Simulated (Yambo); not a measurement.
G0W0@LDA for SiC (2H, space group P6_3mc, No. 186) in Yambo. Reference settings: 6×6×4 Γ-centred k mesh, 76 bands and a 8 Ry block in the screening, 76 bands in G with the Bruneval-Gonze terminator, plasmon pole fitted at 27.2 eV. The LDA gap Γ → K on this mesh is 2.14 eV; G0W0 gaps are taken between the same points.

The settings were changed. The gap went from 3.00 eV to 2.92 eV, and the shift of the valence edge from -0.47 eV to -0.23 eV.

### Question
Which change was made?
A. 42 bands in W, 42 bands in G, 6 Ry block
B. 18 bands in W, 18 bands in G, 2 Ry block
C. 3×3×2 mesh
D. 6×6×2 mesh

### Answer
A, 42 bands in W, 42 bands in G, 6 Ry block. The others gave (gap, valence shift): 6×6×2 mesh: 3.00, -0.45 eV; 3×3×2 mesh: 2.97, -0.42 eV; 18 bands in W, 18 bands in G, 2 Ry block: 3.03, 0.25 eV.

Geometry relaxed with LDA; primitive cell a = b = 3.0540 Å, c = 5.0119 Å, α = β = 90.00°, γ = 120.00°.

A shift is the quasiparticle energy of the state minus its LDA energy.
